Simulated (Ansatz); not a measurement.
AgI (wurtzite, P6_3mc), PBE (plane waves, PAW; program Ansatz). The conduction-band minimum lies at Γ, with 1 equivalent valley. Second derivatives d²E/dk² of the lowest band at one valley (eV·Å²), along Cartesian directions:

| direction | d²E/dk² |
|---|---|
| [100] | 41.89 |
| [010] | 41.89 |
| [001] | 44.78 |
| [110] | 41.89 |
| [101] | 43.35 |
| [011] | 43.35 |

Q: Find the principal effective masses, the density-of-states mass and the conductivity mass.

A: Off-diagonal terms follow from H_xy = H[110] − (H_xx + H_yy)/2, and m*/mₑ = 7.620 eV·Å² over each eigenvalue: 0.17, 0.18, 0.18. One valley's DOS mass (m₁m₂m₃)^(1/3) = 0.18, conductivity mass 3/(Σ 1/mᵢ) = 0.18 mₑ.

Q: What effective density of states Nc follows at 300 K for parabolic valleys?

A: Nc = 2.509e19 × 1 × (0.18)^(3/2) ≈ 1.9e18 cm⁻³.

Symmetry was held in the PBE relaxation. The run is not spin-polarised. Scalar-relativistic: spin–orbit coupling is off unless named, which matters more the heavier the elements.

Potentials: the earlier of the program's two PAW sets.

Edges and masses are those of Kohn–Sham bands, whose gap is no quasiparticle gap.
